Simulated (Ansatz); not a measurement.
Rb₃InF₆:
```
CELL_PARAMETERS angstrom
      0.00000     4.67953     4.67953
      4.67953     0.00000     4.67953
      4.67953     4.67953     0.00000
ATOMIC_POSITIONS crystal
  Rb 0.75000 0.75000 0.75000
  Rb 0.25000 0.25000 0.25000
  Rb 0.50000 0.50000 0.50000
  In 0.00000 0.00000 0.00000
  F  0.77872 0.22128 0.22128
  F  0.22128 0.77872 0.77872
  F  0.22128 0.77872 0.22128
  F  0.77872 0.22128 0.77872
  F  0.22128 0.22128 0.77872
  F  0.77872 0.77872 0.22128
```

Relaxed with r²SCAN.

Question: Give the Bader charges and basin volumes of the independent atoms, plane-wave PAW r²SCAN (Ansatz code).

Answer: 

```csv
atom,Bader charge (e),Bader volume (Å³)
Rb1,+0.93,30.1
Rb3,+0.90,23.4
In4,+2.17,10.9
F5,-0.82,18.3
```

Space group Fm-3m. The first step of the workflow began from a Materials Project structure, measured or hypothetical; the Crystallography Open Database copy checked does not list it. Its standing as an ambient phase is unchecked. The cell was relaxed with r²SCAN under the symmetry of its start; whether a distortion lowers the energy is not shown.

Potentials: the later of the program's two PAW sets.
